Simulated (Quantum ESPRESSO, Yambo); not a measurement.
# G0W0 results for Rb2SiF6

```
CELL_PARAMETERS angstrom
      0.00000     4.17664     4.17664
      4.17664     0.00000     4.17664
      4.17664     4.17664     0.00000
ATOMIC_POSITIONS crystal
  F  0.79623 0.20377 0.79623
  F  0.20377 0.79623 0.20377
  F  0.79623 0.20377 0.20377
  F  0.20377 0.79623 0.79623
  F  0.79623 0.79623 0.20377
  F  0.20377 0.20377 0.79623
  Si 0.00000 0.00000 0.00000
  Rb 0.75000 0.75000 0.75000
  Rb 0.25000 0.25000 0.25000
```

The geometry is that of Materials Project entry mp-10492, symmetrised and not relaxed again.

Starting point: LDA (pw.x of Quantum ESPRESSO, ONCV potentials, scalar-relativistic). G0W0 in Yambo: 2×2×2 Γ-centred k mesh, 215 bands and a 7 Ry block in the screening, 215 bands in G with the Bruneval-Gonze terminator, plasmon pole fitted at 27.2 eV.

```
Quantity                                          Result
----------------------------------------------  --------
LDA gap along the band path                      7.15 eV
LDA gap between the mesh's edge points (Γ → Γ)   7.15 eV
G0W0 gap between the same points                11.67 eV
```

```csv
k point,band,E LDA (eV),E QP (eV),shift (eV),Z
Γ,VB,0.00,-2.79,-2.79,0.83
Γ,CB,7.15,8.87,1.72,0.90
L,VB,-0.07,-2.87,-2.80,0.83
L,CB,9.19,10.94,1.75,0.90
```

Energies count from the LDA valence-band maximum.

Nearest settings tried, and what they do to the gap: 168 bands in W, 168 bands in G: +33 meV; 6 Ry block (283 vectors against 339): +3 meV; 1×1×1 mesh: -159 meV. So the settings aren't converged at that level. The k mesh is coarse.

The structure is a Materials Project entry; no match was found in the copy of COD used, and its stability was not checked.
